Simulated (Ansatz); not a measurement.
SiC (wurtzite), relaxed with HSE06 (Ansatz, a quantum-chemistry and plane-wave program, plane waves, PAW): a = 3.071 Å, b = 3.071 Å, c = 5.036 Å, α = 90.00°, β = 90.00°, γ = 120.00°.

```
Property              Result
--------------------  ------
gap (eV)                3.17
B₀ by P(V) fit (GPa)     233
```

**Question.** The same phase is relaxed and computed with LDA in the same code. What are the cell and these values now?

**Answer.** a = b = 3.056 Å, c = 5.016 Å, α = β = 90.00°, γ = 120.00°.

* **gap (eV)**: 2.13
* **B₀ by P(V) fit (GPa)**: 231

All cells were relaxed under the symmetry of their starts (and spin orders); stability against distortions was not tested throughout.

Potentials: the earlier of the program's two PAW sets. The files were generated under PBE; for other functionals the program regenerates the frozen cores, and for LDA and PBEsol the local potential too.

Ansatz is a plane-wave DFT program.
